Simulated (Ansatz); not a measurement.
The cell below belongs to a search over invented structures; it isn't taken from experiment.

Input and command of a plane-wave DFT calculation in Ansatz:

```yaml
crystal:
  lattice:
    - [2.9367790913, 0.0, 0.0]
    - [0.0, 2.9367790913, 0.0]
    - [0.0, 0.0, 12.6881282046]
  atoms:
    - { symbol: V, position: [0.0, 0.0, 0.0] }
    - { symbol: Mo, position: [0.5, 0.5, 0.5] }
    - { symbol: S, position: [0.5, 0.5, 0.1095360799] }
    - { symbol: S, position: [0.0, 0.0, 0.6148338246] }
    - { symbol: S, position: [0.0, 0.0, 0.3851661754] }
    - { symbol: S, position: [0.5, 0.5, 0.8904639201] }
basis:
  ecutwfc: 420
kpoints:
  mp_grid: { grid: [12, 12, 4] }
hamiltonian:
  xc: pbe
scf:
  occupations: { method: gaussian, width: 0.1 }
output:
  forces: true
  stress: true
  eigenvalues: true
  write_density: true
  write_potential: true
  elf: true
  volumetric_format: npy
relax:
  adjacent_minimum: "off"
  f_tol: 0.01
  max_steps: 80
  cell: { stress_tol: 0.05 }
```

```bash
ansatz run input.yaml --threads 1 --pin off --max-ram 2560MiB --backend cpu --events-out ev --progress --plain --runs-dir out
```

Processor: Intel(R) Xeon(R) Processor @ 2.50GHz (Skylake/Cascade Lake), 1 thread, on a host shared with other jobs.

Task: Estimate time, memory and problem size.

Result: About 4.2 min, peak memory 0.57 GiB. It solves 32 bands at 84 k points (after reduction by symmetry) with about 2127 plane waves (on the last cell), in 48 SCF iterations over 7 ionic steps.
